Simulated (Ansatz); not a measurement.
Cs2ZrAg3F12:
```cif
data_Ag9Cs6F36Zr3
_chemical_formula_sum 'Cs6 Zr3 Ag9 F36'
_space_group_name_H-M_alt 'R-3m :H'
_space_group_IT_number 166
_space_group_name_Hall '-R 3 2"'
_cell_length_a 7.55547
_cell_length_b 7.55547
_cell_length_c 21.53354
_cell_angle_alpha 90.000
_cell_angle_beta 90.000
_cell_angle_gamma 120.000
loop_
_atom_site_label
_atom_site_type_symbol
_atom_site_symmetry_multiplicity
_atom_site_Wyckoff_symbol
_atom_site_fract_x
_atom_site_fract_y
_atom_site_fract_z
_atom_site_occupancy
Cs1 Cs 6 c 0.00000 0.00000 0.11195 1
Zr1 Zr 3 b 0.00000 0.00000 0.50000 1
Ag1 Ag 9 e 0.00000 0.50000 0.00000 1
F1 F 18 h 0.07677 0.53838 0.11495 1
F2 F 18 h 0.40168 0.20084 0.02662 1
```
(The calculation used a cell of 18 atoms; values per cell refer to that cell.)

Relaxed with r²SCAN.

Problem. Tabulate the valence density and the electron localisation function along the shortest Zr–F contact (2.01 Å), r²SCAN (plane waves, PAW; program Ansatz).

Solution. 

```
distance from Zr (Å)  density (e/Å³)   ELF
--------------------  --------------  ----
0.20                            3.40  0.17
0.30                            3.97  0.45
0.40                            4.14  0.67
0.50                            3.79  0.78
0.60                            3.06  0.81
0.71                            2.22  0.77
0.81                            1.49  0.61
0.91                            1.00  0.35
1.01                            0.75  0.19
1.11                            0.74  0.22
1.21                            0.94  0.44
1.31                            1.38  0.68
1.41                            2.21  0.78
1.51                            3.72  0.79
1.61                            5.98  0.74
1.71                            8.71  0.65
1.81                           11.34  0.53
```

The density is the valence pseudo-density with augmentation charge, so density and ELF within about 1 Å of a nucleus are not all-electron values.

The start of the workflow was typed in or built on a structure type; neither database checked (COD, Materials Project) lists it. Whether it is the stable phase at ambient conditions was not checked. The r²SCAN relaxation kept the symmetry of its start; its stability against distortions is not shown here. The run is not spin-polarised. Scalar-relativistic: spin–orbit coupling is off unless named, which matters more the heavier the elements.

Potentials: the later of the program's two PAW sets.
